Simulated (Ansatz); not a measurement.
**From the elastic tensor of LiBeF3 to moduli and sound speeds**

All numbers below come from DFT PBE, scalar-relativistic, plane waves, PAW in Ansatz. Cutoff 420 eV, 8×8×6 k-points (Γ-centred), fixed occupations. No spin polarisation.

Space group Cm (No. 8), monoclinic, a = 16.712 Å, b = 2.818 Å, c = 4.708 Å, β = 93.8°. Li on its first site has 2 F at 1.86 Å and 3 F at 2.10–2.11 Å; Li on its second site has 3 F at 1.83–1.84 Å and 1 F at 2.11 Å; Be on its first site has 4 F at 1.56–1.62 Å; Be on its second site has 2 F at 1.48–1.56 Å and 2 F at 1.67 Å; F on its first site is surrounded by 1 Be at 1.56 Å and 2 Li at 1.86 Å; around F on its second site lie 1 Be at 1.56 Å and 2 Li at 1.83 Å; 4 more sites not described.

It was reached by relaxing an invented guess, and it needn't be the stable form of this composition.

Relaxed-ion constants (GPa, on the Cartesian axes of the calculation):
C11 = 67.1, C12 = 14.1, C13 = 22.2, C15 = -4.5, C22 = 124.5, C23 = 10.0, C25 = 0.4, C33 = 30.4, C35 = -2.5, C44 = 8.5, C46 = 2.7, C55 = 7.2, C66 = 14.9 GPa; the others vanish.

Density 2.190 g/cm³; 10 atoms in 110.60 Å³.

| Quantity | Value |
| --- | --- |
| Bulk modulus, Voigt / Reuss / Hill | 35.0 / 25.8 / 30.4 GPa |
| Shear modulus, Voigt / Reuss / Hill | 17.9 / 10.9 / 14.4 GPa |
| Young's modulus | 37 GPa |
| Poisson ratio | 0.296 |
| Pugh ratio B/G | 2.11 (over 1.75, the rule of thumb for ductile) |
| Universal anisotropy index | 3.58 |
| Longitudinal and transverse sound speeds | 4754 and 2560 m/s |
| Debye temperature from the mean sound speed | 382 K |
